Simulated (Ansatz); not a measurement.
AgI:
```xyz
4
Lattice="4.4857 0.0000 0.0000 -2.2428 3.8847 0.0000 0.0000 0.0000 7.3391" Properties=species:S:1:pos:R:3 pbc="T T T"
Ag     0.0000     2.5898     0.0192
Ag     2.2428     1.2949     3.6888
I      0.0000     2.5898     2.7689
I      2.2428     1.2949     6.4384
```

Tensor components refer to the Cartesian frame of this cell.

### Question
Give the high-frequency dielectric tensor and the Born effective charge tensors of the independent atoms from DFPT, LDA (plane waves, PAW; program Ansatz).

### Answer

ε∞:
```
5.77  0.00  0.00
0.00  5.77  0.00
0.00  0.00  5.85
```
Z* of atom 1 (Ag), rows: field, columns: displacement, in e:
```
1.12  0.00  0.00
0.00  1.12  0.00
0.00  0.00  1.17
```
Z* of atom 3 (I), rows: field, columns: displacement, in e:
```
-1.12   0.00   0.00
 0.00  -1.12   0.00
 0.00   0.00  -1.17
```

Space group P6_3mc (wurtzite). Symmetry was held in the LDA relaxation. No spin polarisation was allowed. Spin–orbit coupling is left out wherever it is not named.

Potentials: the earlier of the program's two PAW sets. The files were generated under PBE; for other functionals the program regenerates the frozen cores, and for LDA and PBEsol the local potential too.
